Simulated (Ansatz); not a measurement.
input.yaml (Ansatz)

```yaml
crystal:
  lattice:
    - [-3.2833402705, 2.877393818, 1.3617289843]
    - [2.877393818, -3.2833402705, 1.3617289843]
    - [2.3797961288, 2.3797961288, -2.1052206555]
  atoms:
    - { symbol: Al, position: [0.9896550344, 0.0103449656, 0.0] }
    - { symbol: Al, position: [0.7603449656, 0.2396550344, 0.5] }
hamiltonian:
  xc: pbesol
  pseudopotentials:
    kind: paw
    azcp:
      Al: "pseudopotentials/Al.paw.azcp"
basis:
  ecutwfc: 420
  fft_grid_basis: typed
kpoints:
  mp_grid: { grid: [26, 26, 18], shift: [0, 0, 0] }
magnetization:
  spin_polarized: false
scf:
  occupations: { method: fermi_dirac, width: 0.1 }
output:
  write_density: true
  write_potential: true
  elf: true
  volumetric_format: npy
```

Terminal output

```
Warning: the record states the generating functional pbe (its physics header spells it `PBE`), which answers neither for hamiltonian.xc's functional nor for the pbesol family's — results may be inconsistent (PPs are generated against a specific XC)
Engine: ansatz 0.2.0, aarch64-unknown-linux-gnu
Pseudopotentials: kind: paw
Pseudopotential: Al, paw, valence charge 3, recommended cutoff 420 eV (normal) 
Functional definition: PBEsol
  exchange = pbesol_x
  correlation = pbesol_c
Crystal: 2 atoms, lattice volume = 34.664 Å³
Basis set: ecut = 420 eV, 679 PW (Γ)
Bands: 7, of which v1, the nominal top of the filled ones, is band 3 counted from 1 (2 counted from 0)
Symmetry: 4 space group operations
Space group: C2/c (ITA 15), of the structure as read, at distance tolerance 3.3e-5 Å
k-points: 3174 of 12168
Non-local potential: Al, projectors of the file, l = 0: 2, l = 1: 2, l = 2: 1
PAW form: soft (Blöchl's): semilocal exchange-correlation on the pseudo side does not see the compensation charge
PAW frozen core: Al, regenerated for the run's functional, and the local potential with it (the file was generated under x = pbe(κ = 0.804, μ = 0.2195149727645171), c = pbe(β = 0.06672455060314922))
PAW one-centre angular grid: Al, 110 points (default); XC on 64 Gauss nodes
Initial density: superposition of atomic densities (neutral atoms: chi_scale 0, normalization atom), corrected by the library's trained network
Initial wavefunctions: pseudopotential atomic-orbital guess
Functional: x = pbesol(κ = 0.804, μ = 0.12345679012345678), c = pbesol(β = 0.046)
SCF iter   1: F=—  HF=-1048.920439 eV  |F-HF|=—  |Δ(HF+E_count)|=         —  Δρ=1.29e-3  dr2=4.74e-4  ethr=1.77e-3  ⟨swp⟩=5.1  Hψ=179299  notcnv=0
SCF iter   2: F=—  HF=-1048.920482 eV  |F-HF|=—  |Δ(HF+E_count)|=   4.29e-5  Δρ=7.80e-4  dr2=1.78e-4  ethr=7.90e-6  ⟨swp⟩=1.5  Hψ=49792  notcnv=0
SCF iter   3: F=—  HF=-1048.920463 eV  |F-HF|=—  |Δ(HF+E_count)|=   1.84e-5  Δρ=4.82e-5  dr2=1.66e-6  ethr=2.97e-6  ⟨swp⟩=1.0  Hψ=22142  notcnv=0
SCF iter   4: F=—  HF=-1048.920463 eV  |F-HF|=—  |Δ(HF+E_count)|=   3.25e-7  Δρ=2.34e-5  dr2=5.23e-7  ethr=2.76e-8  ⟨swp⟩=2.1  Hψ=29378  notcnv=0
iter 5 did not close the SCF: its close was put off for the readings that it lacked (scf_convergence_deferred on its scf_iter line)
SCF iter   5: F=-1048.920463 eV  HF=-1048.920463 eV  |F-HF|=2.83e-8  |Δ(HF+E_count)|=   1.43e-7  Δρ=8.88e-6  dr2=4.86e-8  ethr=8.72e-9  ⟨swp⟩=1.4  Hψ=25279  notcnv=0
SCF iter   6: F=-1048.920463 eV  HF=-1048.920463 eV  |F-HF|=4.38e-9  |Δ(HF+E_count)|=   7.77e-9  Δρ=3.34e-6  dr2=7.14e-9  ethr=8.09e-10  ⟨swp⟩=1.1  Hψ=55594  notcnv=0
SCF 1 converged in 6 iterations: F = -1048.920463 eV  dr2 = 7.14e-9
SCF converged after 6 iterations
Free energy (F): -1048.920463 eV
Harris-Foulkes:  -1048.920463 eV  (|F-HF|=4.38e-9)
Internal energy: -1048.893448 eV  (E = F + TS)
E sigma→0 (E₀):  -1048.906955 eV
Entropy (-TS):   -0.027015 eV (-13.508 meV/atom)
Fermi energy:    7.303331 eV
--- Per-component energies (eV) ---
  E_band       = 17.963258
  E_kinetic    = 44.986483
  E_local      = 15.371412  (includes V_loc(G=0)·N_el)
  E_nonlocal   = 21.157123
  E_hartree    = 0.755652
  E_xc         = -78.375712
  E_vxc        = -57.742305  (∫ρ·V_xc dr)
  E_paw        = -909.514645  (= ΣΔE_a)
  E_vpaw       = -7.320683  (= ΣTr[D̂ρ^β])
  E_aug_tail   = -0.000005  (compensation charges beyond the density's cutoff)
  E_ewald      = -143.312034
  E_core_change = 0.038278  (= ΣΔE_core)
  E_smearing   = -0.027015  (= −TS)
  E_closure    = 0.000000  (closes the sum)
  Σ components = -1048.920463   (vs F -1048.920463, Δ=0.00e0)
--- Band table (eV; the first three rows and the last of 3174) ---
  k-point 0: bands = ["-3.4985", "3.7803", "4.5897", "13.1692", "13.4171", "15.3476", "16.5348"]
  k-point 1: bands = ["-3.4427", "3.8316", "4.6443", "11.6724", "14.8285", "15.3961", "16.4936"]
  k-point 2: bands = ["-3.2754", "3.9858", "4.8079", "10.0703", "15.5323", "16.0459", "16.0816"]
  k-point 3173: bands = ["2.3911", "2.3911", "3.3461", "3.3461", "16.5556", "16.5556", "17.1434"]
```
